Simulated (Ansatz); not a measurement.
Input and command of a calculation in Ansatz (plane waves; scalar-relativistic PAW potentials unless the input names others):

```yaml
crystal:
  lattice:
    - [0.0, 2.6575317875, 2.6575317875]
    - [2.6575317875, 0.0, 2.6575317875]
    - [2.6575317875, 2.6575317875, 0.0]
  atoms:
    - { symbol: Co, position: [0.0, 0.0, 0.0] }
    - { symbol: Si, position: [0.25, 0.25, 0.25] }
    - { symbol: Si, position: [0.75, 0.75, 0.75] }
basis:
  ecutwfc: 500
  xc_grid: 3
kpoints:
  mp_grid: { grid: [14, 14, 14] }
hamiltonian:
  xc: r2scan
scf:
  occupations: { method: gaussian, width: 0.1 }
  initial_density: { chi_scale: 0.1 }
output:
  forces: true
  eigenvalues: true
  stress: true
```

```bash
ansatz run input.yaml --threads 1 --pin off --max-ram 2560MiB --backend cpu --events-out ev --progress --plain --runs-dir out
```

Abridged log:
```
Pseudopotentials: kind: paw
Pseudopotential: Co, paw, valence charge 17, recommended cutoff 500 eV (meta_gga)
Pseudopotential: Si, paw, valence charge 4, recommended cutoff 500 eV (meta_gga)
Functional definition: r2SCAN
Crystal: 3 atoms, lattice volume = 37.538 Å³
Basis set: ecut = 500 eV, 941 PW (Γ), exchange–correlation on 90×90×90 points (27 copies of the dense FFT grid, shifted against one another)
Bands: 17, of which v1, the nominal top of the filled ones, is band 13 counted from 1 (12 counted from 0)
Symmetry: 48 space group operations
Space group: Fm-3m (ITA 225), of the structure as read, at distance tolerance 3.3e-5 Å
k-points: 104 of 2744
Initial density: superposition of atomic densities (chi_scale 0.1, normalization cell, long waves kept (reshape's long-wave potential 0.00 eV rms))
Initial wavefunctions: pseudopotential atomic-orbital guess
Functional: x = r2scan, c = r2scan; τ floored in thin density (d = 2e-4 eV/Å³)
SCF iter   1: F=—  HF=-6411.985298 eV  |F-HF|=—  |Δ(HF+E_count)|=         —  Δρ=1.53e-1  dr2=9.54e0  dr2_τ=1.69e-1  ethr=3.10e-3  ⟨swp⟩=5.9  Hψ=9362  notcnv=0
SCF iter   2: F=—  HF=-6411.965981 eV  |F-HF|=—  |Δ(HF+E_count)|=   1.93e-2  Δρ=2.06e-1  dr2=8.24e0  dr2_τ=7.05e-2  ethr=3.10e-3  ⟨swp⟩=3.0  Hψ=4778  notcnv=0  defer=45
SCF iter   3: F=—  HF=-6410.999770 eV  |F-HF|=—  |Δ(HF+E_count)|=   9.66e-1  Δρ=4.33e-2  dr2=7.08e-1  dr2_τ=7.53e-2  ethr=3.10e-3  ⟨swp⟩=2.3  Hψ=4365  notcnv=0  defer=39
SCF iter   4: F=—  HF=-6410.906428 eV  |F-HF|=—  |Δ(HF+E_count)|=   9.33e-2  Δρ=3.40e-2  dr2=3.11e-1  dr2_τ=4.54e-3  ethr=2.83e-3  ⟨swp⟩=3.0  Hψ=4041  notcnv=0  defer=40
SCF iter   5: F=—  HF=-6410.904741 eV  |F-HF|=—  |Δ(HF+E_count)|=   1.69e-3  Δρ=1.12e-2  dr2=2.36e-2  dr2_τ=2.16e-3  ethr=1.25e-3  ⟨swp⟩=2.0  Hψ=2363  notcnv=0  defer=40
SCF iter   6: F=—  HF=-6410.896642 eV  |F-HF|=—  |Δ(HF+E_count)|=   8.10e-3  Δρ=6.59e-3  dr2=1.12e-2  dr2_τ=1.46e-4  ethr=9.46e-5  ⟨swp⟩=2.0  Hψ=3479  notcnv=0  defer=40
SCF iter   7: F=—  HF=-6410.896530 eV  |F-HF|=—  |Δ(HF+E_count)|=   1.12e-4  Δρ=2.24e-3  dr2=1.26e-3  dr2_τ=5.12e-6  ethr=4.47e-5  ⟨swp⟩=2.2  Hψ=2800  notcnv=0  defer=40
SCF iter   8: F=—  HF=-6410.896434 eV  |F-HF|=—  |Δ(HF+E_count)|=   9.55e-5  Δρ=5.47e-4  dr2=7.68e-5  dr2_τ=8.00e-6  ethr=5.06e-6  ⟨swp⟩=1.1  Hψ=2019  notcnv=0  defer=40
SCF iter   9: F=—  HF=-6410.896422 eV  |F-HF|=—  |Δ(HF+E_count)|=   1.25e-5  Δρ=6.96e-5  dr2=1.35e-6  dr2_τ=1.69e-8  ethr=3.07e-7  ⟨swp⟩=2.4  Hψ=2372  notcnv=0  defer=40
SCF iter  10: F=-6410.896422 eV  HF=-6410.896422 eV  |F-HF|=7.89e-10  |Δ(HF+E_count)|=   6.71e-8  Δρ=5.85e-6  dr2=1.47e-8  dr2_τ=7.54e-9  ethr=4.00e-10  ⟨swp⟩=5.0  Hψ=8357  notcnv=0
SCF 1 converged in 10 iterations: F = -6410.896422 eV  dr2 = 1.47e-8
SCF converged after 10 iterations
Free energy (F): -6410.896422 eV
Harris-Foulkes:  -6410.896422 eV  (|F-HF|=7.89e-10)
Internal energy: -6410.891591 eV  (E = F + TS)
E sigma→0 (E₀):  -6410.894006 eV
Entropy (-TS):   -0.004831 eV (-1.610 meV/atom)
Fermi energy:    13.173785 eV
--- Forces (eV/Å), atoms counted from 1 ---
  atom   1  Co     0.00000000     0.00000000     0.00000000
  atom   2  Si     0.00000000     0.00000000     0.00000000
  atom   3  Si     0.00000000     0.00000000     0.00000000
--- Stress (GPa, compression-positive) ---
       -0.004316       0.000000       0.000000
        0.000000      -0.004316       0.000000
        0.000000       0.000000      -0.004316
  P = ⅓ Tr σ = -0.0043 GPa (-0.043 kbar)
```

Apart from outputs and empty bands, the input differs from a reference run on usual settings in scf.initial_density.chi_scale: not typed → 0.1; basis.xc_grid: not typed → 3. The reference, at the same geometry, gave pressure 0.00 GPa, largest force 0.000 eV/Å, no gap on the mesh. This run converged in 10 SCF iterations with an energy at zero smearing within 0.01 meV/atom of the reference's, pressure 0.00 GPa, largest force 0.000 eV/Å, no gap on the mesh.

The run took 8.9 s on 1 thread of Arm Neoverse V2 (shared host), peak memory 0.39 GiB.